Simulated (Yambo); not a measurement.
Yambo run on SnO$_{2}$ (rutile, space group P4_2/mnm, No. 136). The wavefunctions are norm-conserving PBE (stringent potentials; Quantum ESPRESSO, 102 Ry, without SOC) ones on a 2×2×4 mesh (34 occupied bands); a = b = 4.7665 Å, c = 3.2121 Å, α = β = γ = 90.00°.

Yambo input:

```
rim_cut
gw0
dyson
el_el_corr
HF_and_locXC
ppa
em1d
RandQpts= 1000000
RandGvec= 1 Ry
EXXRLvcs= 102 Ry
VXCRLvcs= 408 Ry
Chimod= "HARTREE"
% BndsRnXp
 9 | 130 |
%
NGsBlkXp= 12 Ry
% LongDrXp
 1.0 | 1.0 | 1.0 |
%
PPAPntXp= 27.2114 eV
% GbndRnge
 1 | 130 |
%
GTermKind= "BG"
DysSolver= "n"
ExtendOut
% QPkrange
 1 | 1 | 34 | 35 |
%
```

k points by index: 1 = Γ.

The o-*.qp file then holds:

```
#    K-point    Band    Eo [eV]    E [eV]    E-Eo [eV]    Vxc [eV]    Vnlxc [eV]    Sc|Eo [eV]    Sc|E [eV]    dSc/dw|Eo [eV]    Re(Z)    Im(Z)
#
    1    34    0.000000    -0.629085    -0.629085    -20.31492    -26.18579    5.063570    5.241788    -7.707337    0.779276    -0.001241
    1    35    1.028989    1.822777    0.793788    -16.44088    -12.38758    -3.097883    -3.259512    -5.540282    0.830839    -0.925650E-3
```
(The two width columns are left out.) Convergence of these settings isn't established.

Geometry relaxed with PBEsol.
